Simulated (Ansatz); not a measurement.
Geometry optimisation in Ansatz: input, command and trajectory.

```yaml
crystal:
  lattice:
    - [-1.6354106055, 1.6354106055, 5.686282246]
    - [1.6354106055, -1.6354106055, 5.686282246]
    - [1.6354106055, 1.6354106055, -5.686282246]
  atoms:
    - { symbol: Be, position: [0.4165, 0.4165, 0.0] }
    - { symbol: Be, position: [0.1665, 0.6665, 0.5] }
    - { symbol: Be, position: [0.3335, 0.8335, 0.5] }
    - { symbol: Be, position: [0.5835, 0.5835, 0.0] }
    - { symbol: Si, position: [0.0, 0.0, 0.0] }
    - { symbol: Si, position: [0.75, 0.25, 0.5] }
basis:
  ecutwfc: 420
kpoints:
  mp_grid: { grid: [8, 8, 8] }
hamiltonian:
  xc: pbe
scf:
  occupations: { method: gaussian, width: 0.1 }
  lower_state_search: "off"
output:
  forces: true
  stress: true
  eigenvalues: true
relax:
  adjacent_minimum: "off"
  f_tol: 0.04
  max_steps: 70
  cell: { stress_tol: 0.4 }
```

```bash
ansatz run input.yaml --threads 1 --pin off --max-ram 2560MiB --backend cpu --events-out ev --progress --plain --runs-dir out
```

All numbers below come from DFT PBE, scalar-relativistic, plane waves, PAW in Ansatz.

Of 8 frames 8 are shown, positions in Å and forces in eV/Å; the SCF threshold varies from step to step. Steps run on the plane waves of an earlier cell, with a Pulay correction in the pressure. The basis is chosen afresh for the last frame, the zero of the energies, and at times for earlier ones too; energy and pressure step there, also at an unchanged geometry. The mark taken_back stands on steps that the optimiser undid.

```xyz
6
Lattice="-1.6354 1.6354 5.6863 1.6354 -1.6354 5.6863 1.6354 1.6354 -5.6863" Properties=species:S:1:pos:R:3:forces:R:3 pbc="T T T" step=1 free_energy_over_end_meV_per_atom=33.31 pressure_GPa=10.65
Be    0.0000    0.0000    4.7367    0.0000    0.0000   -0.0994
Be    1.6354    0.0000    1.8935    0.0000    0.0000   -0.0994
Be    1.6354    0.0000    3.7927    0.0000    0.0000    0.0994
Be    0.0000    0.0000    6.6359    0.0000    0.0000    0.0994
Si    0.0000    0.0000    0.0000    0.0000    0.0000    0.0000
Si    0.0000    1.6354    2.8431    0.0000    0.0000    0.0000
6
Lattice="-1.6741 1.6741 5.7532 1.6741 -1.6741 5.7532 1.6741 1.6741 -5.7532" Properties=species:S:1:pos:R:3:forces:R:3 pbc="T T T" step=2 free_energy_over_end_meV_per_atom=6.08 pressure_GPa=3.85
Be    0.0000    0.0000    4.7868    0.0000    0.0000   -0.1251
Be    1.6741    0.0000    1.9102    0.0000    0.0000   -0.1251
Be    1.6741    0.0000    3.8430    0.0000    0.0000    0.1251
Be    0.0000    0.0000    6.7197    0.0000    0.0000    0.1251
Si    0.0000    0.0000    0.0000    0.0000    0.0000    0.0000
Si    0.0000    1.6741    2.8766    0.0000    0.0000    0.0000
6
Lattice="-1.6960 1.6960 5.8057 1.6960 -1.6960 5.8057 1.6960 1.6960 -5.8057" Properties=species:S:1:pos:R:3:forces:R:3 pbc="T T T" step=3 free_energy_over_end_meV_per_atom=0.72 pressure_GPa=0.50
Be    0.0000    0.0000    4.8229    0.0000    0.0000   -0.0342
Be    1.6960    0.0000    1.9200    0.0000    0.0000   -0.0342
Be    1.6960    0.0000    3.8856    0.0000    0.0000    0.0342
Be    0.0000    0.0000    6.7885    0.0000    0.0000    0.0342
Si    0.0000    0.0000    0.0000    0.0000    0.0000    0.0000
Si    0.0000    1.6960    2.9028    0.0000    0.0000    0.0000
6
Lattice="-1.7003 1.7003 5.8095 1.7003 -1.7003 5.8095 1.7003 1.7003 -5.8095" Properties=species:S:1:pos:R:3:forces:R:3 pbc="T T T" step=4 free_energy_over_end_meV_per_atom=0.59 pressure_GPa=-0.01
Be    0.0000    0.0000    4.8237    0.0000    0.0000   -0.0191
Be    1.7003    0.0000    1.9190    0.0000    0.0000   -0.0191
Be    1.7003    0.0000    3.8905    0.0000    0.0000    0.0191
Be    0.0000    0.0000    6.7952    0.0000    0.0000    0.0191
Si    0.0000    0.0000    0.0000    0.0000    0.0000    0.0000
Si    0.0000    1.7003    2.9047    0.0000    0.0000    0.0000
6
Lattice="-1.7022 1.7022 5.8025 1.7022 -1.7022 5.8025 1.7022 1.7022 -5.8025" Properties=species:S:1:pos:R:3:forces:R:3 pbc="T T T" step=5 free_energy_over_end_meV_per_atom=0.56 pressure_GPa=-0.11
Be    0.0000    0.0000    4.8161    0.0000    0.0000   -0.0177
Be    1.7022    0.0000    1.9148    0.0000    0.0000   -0.0177
Be    1.7022    0.0000    3.8877    0.0000    0.0000    0.0177
Be    0.0000    0.0000    6.7889    0.0000    0.0000    0.0177
Si    0.0000    0.0000    0.0000    0.0000    0.0000    0.0000
Si    0.0000    1.7022    2.9013    0.0000    0.0000    0.0000
6
Lattice="-1.7184 1.7184 5.7198 1.7184 -1.7184 5.7198 1.7184 1.7184 -5.7198" Properties=species:S:1:pos:R:3:forces:R:3 pbc="T T T" step=6 free_energy_over_end_meV_per_atom=0.57 pressure_GPa=-0.60 taken_back
Be    0.0000    0.0000    4.7293    0.0000    0.0000   -0.0289
Be    1.7184    0.0000    1.8694    0.0000    0.0000   -0.0289
Be    1.7184    0.0000    3.8503    0.0000    0.0000    0.0289
Be    0.0000    0.0000    6.7102    0.0000    0.0000    0.0289
Si    0.0000    0.0000    0.0000    0.0000    0.0000    0.0000
Si    0.0000    1.7184    2.8599    0.0000    0.0000    0.0000
6
Lattice="-1.7085 1.7085 5.7623 1.7085 -1.7085 5.7623 1.7085 1.7085 -5.7623" Properties=species:S:1:pos:R:3:forces:R:3 pbc="T T T" step=7 free_energy_over_end_meV_per_atom=0.42 pressure_GPa=-0.21
Be    0.0000    0.0000    4.7738    0.0000    0.0000   -0.0033
Be    1.7085    0.0000    1.8926    0.0000    0.0000   -0.0033
Be    1.7085    0.0000    3.8697    0.0000    0.0000    0.0033
Be    0.0000    0.0000    6.7509    0.0000    0.0000    0.0033
Si    0.0000    0.0000    0.0000    0.0000    0.0000    0.0000
Si    0.0000    1.7085    2.8812    0.0000    0.0000    0.0000
6
Lattice="-1.7085 1.7085 5.7623 1.7085 -1.7085 5.7623 1.7085 1.7085 -5.7623" Properties=species:S:1:pos:R:3:forces:R:3 pbc="T T T" step=8 free_energy_over_end_meV_per_atom=0.00 pressure_GPa=-0.17
Be    0.0000    0.0000    4.7738    0.0000    0.0000   -0.0033
Be    1.7085    0.0000    1.8926    0.0000    0.0000   -0.0033
Be    1.7085    0.0000    3.8697    0.0000    0.0000    0.0033
Be    0.0000    0.0000    6.7509    0.0000    0.0000    0.0033
Si    0.0000    0.0000    0.0000    0.0000    0.0000    0.0000
Si    0.0000    1.7085    2.8812    0.0000    0.0000    0.0000
```

The start puts this composition into another compound's structure type, which needn't suit it. At the end the space group is I4_1/amd (tolerance 0.05 Å).

It took 30 s on 1 thread of Intel(R) Xeon(R) Platinum 8488C (Sapphire Rapids), with other jobs on the host, peak memory 0.39 GiB.

The k mesh is coarse.